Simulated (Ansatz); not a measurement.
# Slab of diamond Ge (100), 8 layers

The slab is cut from the diamond crystal, the stable phase, as relaxed on PAW files (23.90 Å³/atom), with 16 Å of vacuum and a dipole correction:

```xyz
8
Lattice="4.0736 0.0000 0.0000 0.0000 4.0736 0.0000 0.0000 0.0000 26.0817" Properties=species:S:1:pos:R:3 pbc="T T T"
Ge    0.0000    1.0184    8.0000
Ge    2.0368    1.0184    9.4403
Ge    2.0368    3.0552   10.8805
Ge    0.0000    3.0552   12.3207
Ge    0.0000    1.0184   13.7610
Ge    2.0368    1.0184   15.2012
Ge    2.0368    3.0552   16.6414
Ge    0.0000    3.0552   18.0817
```

Level of theory: DFT with PBE, scalar-relativistic, in Ansatz 0.2.0; a Γ-centred 6×6×1 k mesh, Fermi–Dirac smearing of 0.02 eV, no spin polarisation. LAPW: all electrons, basis error target 1 meV/atom; PAW: frozen-core files, cutoff 420 eV.

The bulk energy comes from a cell in the slab's orientation on a 6×6×5 mesh. The surface energy is (E(slab) − N·E(bulk))/2A at zero smearing, the mean of both faces; thin slabs carry quantum-size effects.

Real surfaces of this kind reconstruct, which a 1×1 cell forbids.

Problem. As cut, the LAPW slab lies 2.875 eV above 8 atoms of bulk. What surface energy is that?

Solution. Over two faces of 16.59 Å² it is 86.6 meV/Å², and times 16.02 J/m² per eV/Å² that gives γ = 1.388 J/m².

| method | γ as cut (J/m²) | γ relaxed (J/m²) | Φ as cut (eV) | Φ relaxed (eV) |
| --- | --- | --- | --- | --- |
| LAPW | 1.388 | 1.380 | 5.04 | 5.01 |
| PAW | 1.389 | 1.381 | 5.04 | 5.01 |

Problem. How do the spacings between the planes relax (positions relaxed on PAW files)?

Solution. From the bottom face up: d12 +3.5 % of 1.440 Å, d23 +0.2 % of 1.440 Å, d34 +1.1 % of 1.440 Å, d45 -0.2 % of 1.440 Å, d56 +1.1 % of 1.440 Å, d67 +0.2 % of 1.440 Å, d78 +3.5 % of 1.440 Å.

Problem. A 2p core hole is made on one atom of each kind in every 1×1 cell (PAW hole dataset, neutral cell, valence without spin). What does it cost by layer?

Solution. layer 1 1221.84 eV, layer 2 1222.00 eV, layer 3 1222.30 eV, layer 4 1222.34 eV. Shifts between layers mean more than the absolute values, and a whole layer of holes screens otherwise than one hole.
